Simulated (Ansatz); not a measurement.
SnTe, DFT, PBEsol, PAW with Ansatz's default frozen-core files, scalar-relativistic (Ansatz 0.2.0), run on 1 thread of Arm Neoverse V1 on a shared host.

The geometry is COD entry 9008726, unchecked; take it as a test cell. The listed cell was then made from it by scaling, straining or moving an atom.

Command: `ansatz run input.yaml --threads 1 --pin off --max-ram 3072MiB --backend cpu --events-out ev --progress --plain --runs-dir out`

```yaml
crystal:
  lattice:
    - [-0.031565, 3.1407175, 3.1407175]
    - [3.1407175, -0.031565, 3.1407175]
    - [3.1407175, 3.1407175, -0.031565]
  atoms:
    - { symbol: Sn, position: [0.0, 0.0, 0.0] }
    - { symbol: Te, position: [0.5, 0.5, 0.5] }
kpoints:
  mp_grid: { grid: [11, 11, 11] }
scf:
  occupations: { method: fermi_dirac, width: 0.08 }
hamiltonian:
  xc: pbesol
  pseudopotentials: { kind: paw }
output:
  forces: true
  stress: true
  eigenvalues: true
  efg: { contact_densities: true }
```

Q: How large is the problem that the program sets up?

A: 146 irreducible k-points, 1243 plane waves at Γ, 19 bands.

Q: Estimate the wall time and the peak memory.

A: 13 s of wall time for 6 SCF iterations, with a peak of 0.48 GiB. Times on shared machines scatter by tens of per cent.

Q: And the same cell and mesh by all-electron PAW (datasets made for this crystal), asked for forces, stress, eigenvalues, efg, on the same hardware?

A: 15 s, peak memory 0.61 GiB.
